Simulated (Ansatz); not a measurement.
A relaxation computed with Ansatz, from input to last step.

```yaml
crystal:
  lattice:
    - [5.1607366854, 0.0, 0.0]
    - [0.0, 3.7868305467, 0.0]
    - [0.0, 0.0, 7.1898597579]
  atoms:
    - { symbol: Si, position: [0.2826073849, 0.75, 0.6157940523] }
    - { symbol: Si, position: [0.7173926151, 0.25, 0.3842059477] }
    - { symbol: Si, position: [0.2173926151, 0.25, 0.1157940523] }
    - { symbol: Si, position: [0.7826073849, 0.75, 0.8842059477] }
    - { symbol: Ni, position: [0.9605229158, 0.75, 0.2010237607] }
    - { symbol: Ni, position: [0.0394770842, 0.25, 0.7989762393] }
    - { symbol: Ni, position: [0.5394770842, 0.25, 0.7010237607] }
    - { symbol: Ni, position: [0.4605229158, 0.75, 0.2989762393] }
    - { symbol: Ni, position: [0.8324925398, 0.75, 0.5601761079] }
    - { symbol: Ni, position: [0.1675074602, 0.25, 0.4398238921] }
    - { symbol: Ni, position: [0.6675074602, 0.25, 0.0601761079] }
    - { symbol: Ni, position: [0.3324925398, 0.75, 0.9398238921] }
basis:
  ecutwfc: 420
kpoints:
  mp_grid: { grid: [8, 10, 6] }
hamiltonian:
  xc: pbe
scf:
  occupations: { method: gaussian, width: 0.1 }
output:
  forces: true
  stress: true
  eigenvalues: true
relax:
  adjacent_minimum: "off"
  f_tol: 0.01
  max_steps: 30
  cell: { stress_tol: 0.1, fix: [volume] }
```

```bash
ansatz run input.yaml --threads 4 --pin off --max-ram 10240MiB --backend cpu --events-out ev --progress --plain --runs-dir out
```

Theory: DFT PBE, scalar-relativistic, plane waves, PAW (Ansatz).

The volume is held at 1.06 times that of the relaxed cell.

Of 6 frames 5 are shown, positions in Å and forces in eV/Å; the SCF threshold varies from step to step. Steps run on the plane waves of an earlier cell, with a Pulay correction in the pressure. The basis is chosen afresh for the last frame, the zero of the energies, and at times for earlier ones too; energy and pressure can step there, also at an unchanged geometry. Where two frames share a geometry here, they differ by under 2 meV/atom and 0.3 GPa. Spin polarisation was left out; whether the Ni atoms would carry moments isn't shown by this run.

```xyz
12
Lattice="5.1607 0.0000 0.0000 0.0000 3.7868 0.0000 0.0000 0.0000 7.1899" Properties=species:S:1:pos:R:3:forces:R:3 pbc="T T T" step=1 free_energy_over_end_meV_per_atom=0.57 pressure_GPa=-9.90
Si    1.4585    2.8401    4.4275   -0.0414    0.0000   -0.0048
Si    3.7023    0.9467    2.7624    0.0414    0.0000    0.0048
Si    1.1219    0.9467    0.8325    0.0414    0.0000   -0.0048
Si    4.0388    2.8401    6.3573   -0.0414    0.0000    0.0048
Ni    4.9570    2.8401    1.4453    0.0228    0.0000   -0.0574
Ni    0.2037    0.9467    5.7445   -0.0228    0.0000    0.0574
Ni    2.7841    0.9467    5.0403   -0.0228    0.0000   -0.0574
Ni    2.3766    2.8401    2.1496    0.0228    0.0000    0.0574
Ni    4.2963    2.8401    4.0276    0.0132    0.0000    0.0057
Ni    0.8645    0.9467    3.1623   -0.0132    0.0000   -0.0057
Ni    3.4448    0.9467    0.4327   -0.0132    0.0000    0.0057
Ni    1.7159    2.8401    6.7572    0.0132    0.0000   -0.0057
12
Lattice="5.1675 0.0000 0.0000 0.0000 3.7834 0.0000 0.0000 0.0000 7.1869" Properties=species:S:1:pos:R:3:forces:R:3 pbc="T T T" step=2 free_energy_over_end_meV_per_atom=0.38 pressure_GPa=-9.80
Si    1.4562    2.8376    4.4262   -0.0379    0.0000   -0.0004
Si    3.7113    0.9459    2.7607    0.0379    0.0000    0.0004
Si    1.1275    0.9459    0.8328    0.0379    0.0000   -0.0004
Si    4.0400    2.8376    6.3541   -0.0379    0.0000    0.0004
Ni    4.9666    2.8376    1.4405    0.0128    0.0000   -0.0403
Ni    0.2010    0.9459    5.7463   -0.0128    0.0000    0.0403
Ni    2.7847    0.9459    5.0340   -0.0128    0.0000   -0.0403
Ni    2.3828    2.8376    2.1529    0.0128    0.0000    0.0403
Ni    4.3026    2.8376    4.0263    0.0178    0.0000    0.0064
Ni    0.8649    0.9459    3.1606   -0.0178    0.0000   -0.0064
Ni    3.4487    0.9459    0.4329   -0.0178    0.0000    0.0064
Ni    1.7189    2.8376    6.7540    0.0178    0.0000   -0.0064
12
Lattice="5.1994 0.0000 0.0000 0.0000 3.7762 0.0000 0.0000 0.0000 7.1564" Properties=species:S:1:pos:R:3:forces:R:3 pbc="T T T" step=3 free_energy_over_end_meV_per_atom=0.04 pressure_GPa=-9.34
Si    1.4414    2.8322    4.4134    0.0257    0.0000   -0.0103
Si    3.7580    0.9441    2.7430   -0.0257    0.0000    0.0103
Si    1.1583    0.9441    0.8352   -0.0257    0.0000   -0.0103
Si    4.0411    2.8322    6.3211    0.0257    0.0000    0.0103
Ni    5.0049    2.8322    1.4168   -0.0019    0.0000   -0.0092
Ni    0.1946    0.9441    5.7395    0.0019    0.0000    0.0092
Ni    2.7943    0.9441    4.9950    0.0019    0.0000   -0.0092
Ni    2.4051    2.8322    2.1613   -0.0019    0.0000    0.0092
Ni    4.3375    2.8322    4.0117   -0.0072    0.0000   -0.0181
Ni    0.8619    0.9441    3.1446    0.0072    0.0000    0.0181
Ni    3.4616    0.9441    0.4335    0.0072    0.0000   -0.0181
Ni    1.7378    2.8322    6.7228   -0.0072    0.0000    0.0181
12
Lattice="5.2101 0.0000 0.0000 0.0000 3.7670 0.0000 0.0000 0.0000 7.1592" Properties=species:S:1:pos:R:3:forces:R:3 pbc="T T T" step=4 free_energy_over_end_meV_per_atom=0.01 pressure_GPa=-9.30
Si    1.4479    2.8253    4.4175   -0.0092    0.0000   -0.0012
Si    3.7622    0.9418    2.7417    0.0092    0.0000    0.0012
Si    1.1572    0.9418    0.8379    0.0092    0.0000   -0.0012
Si    4.0529    2.8253    6.3214   -0.0092    0.0000    0.0012
Ni    5.0111    2.8253    1.4149    0.0014    0.0000   -0.0015
Ni    0.1990    0.9418    5.7444   -0.0014    0.0000    0.0015
Ni    2.8040    0.9418    4.9945   -0.0014    0.0000   -0.0015
Ni    2.4061    2.8253    2.1647    0.0014    0.0000    0.0015
Ni    4.3498    2.8253    4.0099    0.0000    0.0000    0.0075
Ni    0.8603    0.9418    3.1493    0.0000    0.0000   -0.0075
Ni    3.4653    0.9418    0.4303    0.0000    0.0000    0.0075
Ni    1.7448    2.8253    6.7289    0.0000    0.0000   -0.0075
12
Lattice="5.2061 0.0000 0.0000 0.0000 3.7702 0.0000 0.0000 0.0000 7.1585" Properties=species:S:1:pos:R:3:forces:R:3 pbc="T T T" step=6 free_energy_over_end_meV_per_atom=0.00 pressure_GPa=-9.32
Si    1.4462    2.8277    4.4155   -0.0002    0.0000    0.0006
Si    3.7599    0.9426    2.7431    0.0002    0.0000   -0.0006
Si    1.1569    0.9426    0.8362    0.0002    0.0000    0.0006
Si    4.0493    2.8277    6.3224   -0.0002    0.0000   -0.0006
Ni    5.0088    2.8277    1.4154    0.0002    0.0000    0.0004
Ni    0.1974    0.9426    5.7432   -0.0002    0.0000   -0.0004
Ni    2.8004    0.9426    4.9946   -0.0002    0.0000    0.0004
Ni    2.4057    2.8277    2.1639    0.0002    0.0000   -0.0004
Ni    4.3453    2.8277    4.0110   -0.0002    0.0000    0.0001
Ni    0.8609    0.9426    3.1476    0.0002    0.0000   -0.0001
Ni    3.4639    0.9426    0.4317    0.0002    0.0000    0.0001
Ni    1.7422    2.8277    6.7268   -0.0002    0.0000   -0.0001
```

Time: 3.4 min on 4 threads of Intel(R) Xeon(R) Processor @ 2.70GHz, on a shared host, peak memory 1.5 GiB.